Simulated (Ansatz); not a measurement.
**Exchange couplings of GdRh (Pm-3m)**

The source of the geometry is a structure as deposited in COD; atoms and cell stay fixed.

Functional, mesh and filling: LDA, 8×8×8 k mesh, Fermi–Dirac smearing of 0.03 eV. AE-PAW is all-electron PAW in Ansatz 0.2.0 on datasets made for the crystal. Site moments are integrated in spheres about the atoms.

The input and its command:

```yaml
crystal:
  lattice:
    - [3.435, 0.0, 0.0]
    - [0.0, 3.435, 0.0]
    - [0.0, 0.0, 3.435]
  atoms:
    - { symbol: Gd, position: [0.0, 0.0, 0.0], spin: 6.9 }
    - { symbol: Rh, position: [0.5, 0.5, 0.5] }
magnetization:
  spin_polarized: true
kpoints:
  mp_grid: { grid: [8, 8, 8] }
  band_path:
    path:
      - [0.0, 0.0, 0.0]
      - [0.0, 0.5, 0.0]
      - [0.5, 0.5, 0.0]
      - [0.0, 0.0, 0.0]
      - [0.5, 0.5, 0.5]
      - [0.0, 0.5, 0.0]
      - [0.5, 0.5, 0.5]
      - [0.5, 0.5, 0.0]
    npoints: 8
scf:
  occupations: { method: fermi_dirac, width: 0.03 }
hamiltonian:
  xc: lda
  pseudopotentials: { kind: all_electron, datasets: crystal }
output:
  eigenvalues: false
  eigenstates:
    nscf_kmesh: { grid: [8, 8, 8] }
    top_band: c31
    exchange_couplings: { magnetic: [{ species: Gd }] }
```

Command: `ansatz run input.yaml --threads 2 --pin off --max-ram 5120MiB --backend cpu --events-out ev --progress --plain --runs-dir out`

Site moments (μB): Gd1 6.93, Rh2 -0.10. Cell moment 6.96 μB.

Couplings come from the force theorem (directions of the magnetic atoms constrained, all else relaxed) on a 8×8×8 mesh, with E = −Σ J e_i·e_j over ordered pairs of unit vectors, so positive J favours parallel moments.

| pair | count | J AE-PAW (meV) | J, frozen-core files (meV) |
| --- | --- | --- | --- |
| Gd1–Gd at 3.44 Å | 6 | +0.23 | +0.22 |
| Gd1–Gd at 4.86 Å | 12 | -0.21 | -0.22 |
| Gd1–Gd at 5.95 Å | 8 | +0.08 | +0.06 |
| Gd1–Gd at 6.87 Å | 6 | +0.08 | +0.08 |
| Gd1–Gd at 7.68 Å | 24 | +0.01 | +0.01 |
| Gd1–Gd at 8.41 Å | 24 | +0.02 | +0.02 |
| Gd1–Gd at 9.72 Å | 12 | +0.06 | +0.06 |
| Gd1–Gd at 10.30 Å, set 1 | 6 | +0.09 | +0.09 |
| Gd1–Gd at 10.30 Å, set 2 | 24 | -0.02 | -0.02 |
| Gd1–Gd at 10.86 Å | 24 | -0.04 | -0.04 |
| Gd1–Gd at 11.39 Å | 24 | +0.03 | +0.03 |
| Gd1–Gd at 11.90 Å | 8 | +0.01 | +0.01 |
| Gd1–Gd at 12.39 Å | 24 | +0.01 | +0.01 |
| Gd1–Gd at 12.85 Å | 48 | +0.01 | +0.01 |

Pairs at one distance with different couplings are listed as sets.

The program reports that this state isn't the lowest of its own couplings. The gain of the softest rotation is smaller than what its band sum leaves out of a whole turn, though, so more bands could change its sign.

The couplings come from one mesh, and their convergence in k wasn't tested.

Without U a semilocal functional puts the f levels too near the Fermi level, which can change moments and the order of magnetic states; site and cell moments are spin moments. Spin–orbit coupling is left out although heavy atoms are present. With open f shells a run can end in a state that isn't the lowest. The program couldn't verify every level among the many empty bands that the force theorem sums over. None of this fixes the real material's magnetic order: only patterns that fit the cell were computed, at zero temperature, with a functional that can overstate moments.
